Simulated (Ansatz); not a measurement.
Clean, relaxed (111) surface of Ir, space group Fm-3m (No. 225) (top face towards +c; atoms held fixed, by place in the list: 1, 2, 3, 4, 5, 6, 7, 8):

```yaml
crystal:
  lattice:
    - [5.43132, 0.00000, 0.00000]
    - [-2.71566, 4.70366, 0.00000]
    - [0.00000, 0.00000, 23.65198]
  atoms:
    - { symbol: Ir, position: [0.33333, 0.16667, 0.35938] }
    - { symbol: Ir, position: [0.33333, 0.66667, 0.35938] }
    - { symbol: Ir, position: [0.83333, 0.16667, 0.35938] }
    - { symbol: Ir, position: [0.83333, 0.66667, 0.35938] }
    - { symbol: Ir, position: [0.66667, 0.33333, 0.45313] }
    - { symbol: Ir, position: [0.66667, 0.83333, 0.45313] }
    - { symbol: Ir, position: [0.16667, 0.33333, 0.45313] }
    - { symbol: Ir, position: [0.16667, 0.83333, 0.45313] }
    - { symbol: Ir, position: [0.00000, 0.50000, 0.54554] }
    - { symbol: Ir, position: [0.00000, 0.00000, 0.54554] }
    - { symbol: Ir, position: [0.50000, 0.50000, 0.54554] }
    - { symbol: Ir, position: [0.50000, 0.00000, 0.54554] }
    - { symbol: Ir, position: [0.33333, 0.66667, 0.63805] }
    - { symbol: Ir, position: [0.33333, 0.16667, 0.63805] }
    - { symbol: Ir, position: [0.83333, 0.66667, 0.63805] }
    - { symbol: Ir, position: [0.83333, 0.16667, 0.63805] }
```

All numbers below come from Ansatz, DFT PBE+D3(BJ), scalar-relativistic, plane waves, PAW. Settings: cutoff 420 eV, Γ-centred mesh 6×6×1 on the computed 16-atom cell, Gaussian smearing of 0.10 eV; no spin polarisation. The cell repeats along c with a dipole correction in the vacuum.

The adsorption energy is E(slab + adsorbate) − E(slab) − E(free adsorbate, spin-polarised where open-shell). Heights count from the highest slab atom after relaxation. Δp counts per cell along +c. With the adsorbate the cell is lengthened along c to keep the vacuum.

An adsorbate (one adsorbate per 25.5 Å²) relaxed from the top (Ir) at (0.33, 0.67) site binds with -0.26 eV, its anchoring atom 3.33 Å over the highest slab atom; the slab's dipole changes by +0.036 e·Å and the work function by -0.26 eV.

Question: Which adsorbate is it? It is a molecule or fragment of 3 atoms.

Answer: CO2. The answer isn't unique; the calculation gave this one.

Each end is the local minimum or symmetric point that its start leads to. The slab is only 6.7 Å thick, so the energies aren't converged with thickness.